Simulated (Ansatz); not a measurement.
Question: Name crystals whose computed values (DFT-r²SCAN in the program Ansatz with PAW potentials) fall in these windows: B₀ by P(V) fit (GPa) 40 to 54; HSE06 gap (eV) 8.6 to 10; gap (eV) 6.7 to 9.4.

Answer: 

| crystal | B₀ by P(V) fit (GPa) | HSE06 gap (eV) | gap (eV) |
|---|---|---|---|
| Rb2NaScF6, Fm-3m (Rb on 8c, Na on 4b, Sc on 4a, F on 24e) | 45.2 | 9.38 | 7.82 |
Others may fit too.

Standing as an ambient phase not checked: Rb2NaScF6, Fm-3m (Rb on 8c, Na on 4b, Sc on 4a, F on 24e). The cell was relaxed under the symmetry of its start. Rows with no word on spin ran without spin polarisation. Spin–orbit coupling is left out wherever it is not named.

Potentials: the later of the program's two PAW sets.
